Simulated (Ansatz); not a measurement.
TiO2 (rutile), relaxed and computed with several functionals in Ansatz (plane waves, PAW).

| functional | a (Å) | c (Å) | V (Å³/atom) | gap (eV) | B₀ by P(V) fit (GPa) |
|---|---|---|---|---|---|
| r²SCAN | [?] | [?] | [?] | [?] | [?] |
| HSE06 | 4.581 | 2.944 | 10.30 | 3.44 | 231 |
| PBE | 4.643 | 2.964 | 10.65 | 1.86 | 199 |

### Question
Complete the blanks.

### Answer

- r²SCAN, a (Å): 4.597
- r²SCAN, c (Å): 2.954
- r²SCAN, V (Å³/atom): 10.40
- r²SCAN, gap (eV): 2.22
- r²SCAN, B₀ by P(V) fit (GPa): 226

All cells were relaxed under the symmetry of their starts (and spin orders); stability against distortions was not tested throughout. Rows with no word on spin ran without spin polarisation.

Potentials: the later of the program's two PAW sets.

Ansatz (a quantum-chemistry and plane-wave program) is a plane-wave DFT program.
